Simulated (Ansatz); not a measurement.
ScGe:
Space group Cmcm (No. 63); a = 4.0153 Å, b = 10.0857 Å, c = 3.7631 Å, α = β = γ = 90.00°

| atom | site | symmetry | x | y | z |
|---|---|---|---|---|---|
| Sc | 4c | m2m | 0.0000 | 0.1366 | 0.7500 |
| Ge | 4c | m2m | 0.0000 | 0.5896 | 0.2500 |
(The calculation used a cell of 4 atoms; values per cell refer to that cell.)

Relaxed at zero pressure with r²SCAN (plane waves, PAW; program Ansatz).

The volume is raised by 6 % and shape and atoms relax at that volume. What pressure results, and how do the axes share the change?

-5.0 GPa; a 1.8 %, b 2.0 %, c 2.0 %; the energy rises by 19 meV/atom.

Give the new structure.


Space group Cmcm (No. 63); a = 4.089 Å, b = 10.291 Å, c = 3.838 Å, α = β = γ = 90.00°

```csv
atom,site,symmetry,x,y,z
Sc,4c,m2m,0.0000,0.1358,0.7500
Ge,4c,m2m,0.0000,0.5901,0.2500
```

The phase is kept; no other phase was compared at this pressure.

The workflow started from a Materials Project entry (that database holds measured and hypothetical structures alike); the Crystallography Open Database copy checked does not list it. Whether it is the stable phase at ambient conditions was not checked. The r²SCAN relaxation kept the symmetry of its start; of distortions, only those at the zone centre were tested. The run is not spin-polarised.

Potentials: the later of the program's two PAW sets.
